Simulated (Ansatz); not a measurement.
Br:
```cif
data_Br4
_chemical_formula_sum 'Br4'
_space_group_name_H-M_alt 'P 1'
_space_group_IT_number 1
_cell_length_a 4.06138
_cell_length_b 4.06138
_cell_length_c 8.57791
_cell_angle_alpha 90.000
_cell_angle_beta 90.000
_cell_angle_gamma 61.407
loop_
_space_group_symop_operation_xyz
  'x, y, z'
loop_
_atom_site_label
_atom_site_type_symbol
_atom_site_fract_x
_atom_site_fract_y
_atom_site_fract_z
_atom_site_occupancy
Br1 Br 0.65097 0.34903 0.38087 1
Br2 Br 0.84903 0.15097 0.88087 1
Br3 Br 0.15097 0.84903 0.11913 1
Br4 Br 0.34903 0.65097 0.61913 1
```

Relaxed with PBE+D3(BJ).

Which orbitals make up the states near the band edges in PBE+D3(BJ) (plane waves, PAW; program Ansatz)?

Top 1 eV of the valence band: Br 4p 99 %. Bottom 1 eV of the conduction band: Br 4p 95 %. Projections are on Löwdin-orthogonalised atomic valence shells; empty p or d shells of many metals are not among them.

Tabulate the density of states.

States/eV per cell of 4 atoms, in 0.25 eV bins, energy from the valence-band maximum.

```tsv
E (eV)	total	Br 4p	Br 4s
-7.85	0.00	0.00	0.00
-7.60	0.00	0.00	0.00
-7.35	0.00	0.00	0.00
-7.10	0.00	0.00	0.00
-6.85	0.00	0.00	0.00
-6.60	0.00	0.00	0.00
-6.35	0.00	0.00	0.00
-6.10	0.00	0.00	0.00
-5.85	0.00	0.00	0.00
-5.60	0.00	0.00	0.00
-5.35	0.00	0.00	0.00
-5.10	4.21	4.08	0.10
-4.85	5.47	5.24	0.19
-4.60	2.42	2.29	0.12
-4.35	1.82	1.70	0.11
-4.10	1.20	1.10	0.08
-3.85	0.95	0.88	0.06
-3.60	1.28	1.25	0.02
-3.35	2.92	2.86	0.05
-3.10	3.72	3.63	0.07
-2.85	3.98	3.88	0.08
-2.60	3.76	3.69	0.06
-2.35	4.61	4.53	0.05
-2.10	6.38	6.29	0.06
-1.85	4.40	4.34	0.04
-1.60	2.10	2.07	0.02
-1.35	4.46	4.35	0.08
-1.10	4.85	4.75	0.07
-0.85	4.98	4.90	0.05
-0.60	7.18	7.09	0.05
-0.35	7.36	7.28	0.05
-0.10	1.94	1.92	0.02
0.15	0.00	0.00	0.00
0.40	0.00	0.00	0.00
0.65	0.00	0.00	0.00
0.90	0.00	0.00	0.00
1.15	0.00	0.00	0.00
1.40	2.05	1.91	0.10
1.65	2.50	2.35	0.09
1.90	4.95	4.72	0.13
2.15	5.11	4.92	0.09
2.40	1.39	1.35	0.02
2.65	0.00	0.00	0.00
2.90	0.00	0.00	0.00
3.15	0.00	0.00	0.00
3.40	0.00	0.00	0.00
3.65	0.00	0.00	0.00
3.90	0.00	0.00	0.00
4.15	0.00	0.00	0.00
4.40	0.00	0.00	0.00
4.65	0.00	0.00	0.00
4.90	0.00	0.00	0.00
5.15	0.00	0.00	0.00
5.40	0.00	0.00	0.00
5.65	0.00	0.00	0.00
5.90	0.00	0.00	0.00
6.15	0.10	0.00	0.00
```

Space group Cmce (molecular I2 type). Symmetry was held in the PBE+D3(BJ) relaxation. The substance is a gas or liquid at ambient conditions; this is its low-temperature solid. Spin–orbit coupling is left out wherever it is not named.

Potentials: the later of the program's two PAW sets.
